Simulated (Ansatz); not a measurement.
This VBiSe3 structure is the end of a relaxation. The cell was found from a structure generator's guess, not taken from experiment.

The calculation used Ansatz, DFT PBE, scalar-relativistic, plane waves, PAW. Cutoff 420 eV, Γ-centred mesh, Gaussian smearing, no spin polarisation.

```yaml
crystal:
  lattice:
    - [6.99729, 0.00000, 0.00000]
    - [-3.49864, 6.05983, 0.00000]
    - [0.00000, 0.00000, 5.34541]
  atoms:
    - { symbol: V, position: [0.00000, 0.00000, 0.00000] }
    - { symbol: V, position: [0.00000, 0.00000, 0.50000] }
    - { symbol: Bi, position: [0.33333, 0.66667, 0.75000] }
    - { symbol: Bi, position: [0.66667, 0.33333, 0.25000] }
    - { symbol: Se, position: [0.82674, 0.65348, 0.75000] }
    - { symbol: Se, position: [0.34652, 0.17326, 0.75000] }
    - { symbol: Se, position: [0.82674, 0.17326, 0.75000] }
    - { symbol: Se, position: [0.17326, 0.34652, 0.25000] }
    - { symbol: Se, position: [0.65348, 0.82674, 0.25000] }
    - { symbol: Se, position: [0.17326, 0.82674, 0.25000] }
```

The zero of energy is the elements' standard structures at the same level; no fitted shifts are applied.

Question: Find its symmetry and describe it.

Answer: P6_3/mmc (No. 194), the hexagonal perovskite (2H) type. Conventional cell: a = 6.997 Å, c = 5.345 Å. V is surrounded by 6 Se at 2.49 Å and 2 V at 2.67 Å; around Bi lie 12 Se at 3.30–3.50 Å; around Se lie 2 V at 2.49 Å, 4 Bi at 3.30–3.50 Å and 6 Se at 3.36–3.40 Å.

Question: How far does it lie from the elements in energy?

Answer: −0.22 eV/atom. It lies below the elements, which doesn't yet make it stable against other compounds or structures.

Question: Is it a metal?

Answer: Yes, bands cross the Fermi level on the 6×6×8 mesh.

Question: From what recipe could a structure generator have reached it?

Answer: One such recipe: perovskite family, AX3 layers stacked AB, next cell at A (P6_3/mmc, No. 194). Other recipes can lead to the same cell.

The last run used a 6×6×8 mesh (in the run's order of axes) for its 10-atom cell and Gaussian smearing of 0.10 eV. Spin–orbit coupling, which can matter for Bi, is left out. No Hubbard U is applied to the 3d shell of V. The reference form of Se is held partly by dispersion forces, which this level lacks. Trial moments died out on the coarse mesh, so the last step has no spin; another magnetic start might hold. A structure relaxed within its symmetry needn't be a true minimum.
